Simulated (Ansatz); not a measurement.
The elements of this relaxed trial crystal are hidden behind letters.

```
lattice vectors (Å)
   5.7034    0.0000    0.0000
  -2.8517    4.9393    0.0000
   0.0000    0.0000    5.3283
fractional positions
X 0.0000 0.0000 0.8328
Z 0.5000 0.5000 0.4751
Z 0.5000 0.0000 0.4751
Z 0.0000 0.5000 0.4751
Q 0.6667 0.3333 0.9677
Q 0.3333 0.6667 0.9677
```

Method: DFT PBE, scalar-relativistic, plane waves, PAW (Ansatz 0.2.0). Settings of the last relaxation (6-atom cell): 420 eV, 12×12×8 k points, Gaussian smearing of 0.10 eV, no spin polarisation.

| Item | Value |
| --- | --- |
| Space group | P6mm (No. 183) |
| Conventional cell | a = 5.703 Å, c = 5.328 Å |
| Volume per atom | 25.02 Å³ |
| Density | 5.97 g/cm³ |
| Energy over the elements | +0.13 eV/atom |
| Gap on the 12×12×8 mesh of the 6-atom cell | 0 eV (a metal) |

Energies are uncorrected and count from the elements' standard states at the same level.

**Question.** X is a d-block element of period 4, Z is a p-block element of period 5 and Q is a p-block element of period 4. Which elements are they?

**Answer.** X = Sc, Z = In, Q = As, so the formula is ScIn3As2. Density times volume gives a mean mass of 5.97 × 25.02/1.6605 = 90.0 u per atom, and this set has 89.9 u. Sc has 6 As at 3.37 Å and 6 In at 3.43 Å; In has 4 In at 2.85 Å, 4 As at 3.10–3.17 Å and 2 Sc at 3.43 Å; As has 6 In at 3.10–3.17 Å, 3 As at 3.29 Å and 3 Sc at 3.37 Å. Other sets within the hints have nearly the same mass, so mass alone doesn't settle it; this one was computed.

Symmetry constrained the relaxation, so the result can be a saddle point.
